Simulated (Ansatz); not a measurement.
Task: Each is relaxed and computed with DFT-r²SCAN in the program Ansatz with PAW potentials. Which is the only metal?
A) Mg2TiO4, P4_122 (Pearson symbol tP28)
B) TiO2, anatase
C) Si3N4, P6_3/m (Si on 6h, N on 2d, N on 6h)
D) Zr3Ti2Si3, P6_3/mcm (Zr on 6g, Ti on 4d, Si on 6g)

Result: D, Zr3Ti2Si3, P6_3/mcm (Zr on 6g, Ti on 4d, Si on 6g). Zr3Ti2Si3: metal; Mg2TiO4: gap 3.97 eV (direct); TiO2: gap 2.53 eV (indirect); Si3N4: gap 4.99 eV (indirect). Standing as an ambient phase not checked: Zr3Ti2Si3, P6_3/mcm (Zr on 6g, Ti on 4d, Si on 6g); Mg2TiO4, P4_122 (Pearson symbol tP28). All cells were relaxed under the symmetry of their starts (and spin orders); stability against distortions was not tested throughout. Rows with no word on spin ran without spin polarisation. Spin–orbit coupling is left out wherever it is not named.

Potentials: the later of the program's two PAW sets.
